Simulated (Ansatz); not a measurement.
The calculation used Ansatz 0.2.0, DFT PBE, scalar-relativistic, plane waves, PAW. Plane waves to 420 eV, a 6×6×6 mesh through Γ for the 8-atom cell and 0.02 eV Gaussian smearing; no spin polarisation.

Formation energies are uncorrected and count from the elements' standard states at the same level.

Problem. Find a candidate cubic semiconductor that holds S and 2 more elements, with a gap near 1.7 eV, a formation energy near −0.79 eV/atom and about 21 Å³ per atom, in a cell of 8 atoms.

Solution. Zn₄SeS₃, space group P-43m (No. 215). Zn has 3 S at 2.37 Å and 1 Se at 2.45 Å; Se has 4 Zn at 2.45 Å; around S lie 4 Zn at 2.37 Å.

```cif
data_structure
_symmetry_space_group_name_H-M 'P-43m'
_symmetry_Int_Tables_number 215
_cell_length_a 5.5156
_cell_length_b 5.5156
_cell_length_c 5.5156
_cell_angle_alpha 90.000
_cell_angle_beta 90.000
_cell_angle_gamma 90.000
_cell_volume 167.79
loop_
_atom_site_label
_atom_site_type_symbol
_atom_site_symmetry_multiplicity
_atom_site_Wyckoff_symbol
_atom_site_fract_x
_atom_site_fract_y
_atom_site_fract_z
_atom_site_occupancy
Zn1 Zn 4 e 0.74361 0.74361 0.74361 1
Se1 Se 1 a 0.00000 0.00000 0.00000 1
S1 S 3 c 0.50000 0.50000 0.00000 1
```

The volume per atom is 20.97 Å³, the density is 4.32 g/cm³ and the formation energy is −0.787 eV/atom. The gap on the 6×6×6 mesh of the 8-atom cell is 1.73 eV.

It was reached by relaxing an invented guess, and it needn't be the stable form of this composition. The answer needn't be unique; the calculation gave this one.

Kohn–Sham gaps at this level usually fall short of measured ones. The reference forms of S and Se are held partly by dispersion forces, which this level lacks. A later test with randomly moved atoms came back to the same energy, though modes that don't fit the test's cell weren't probed.
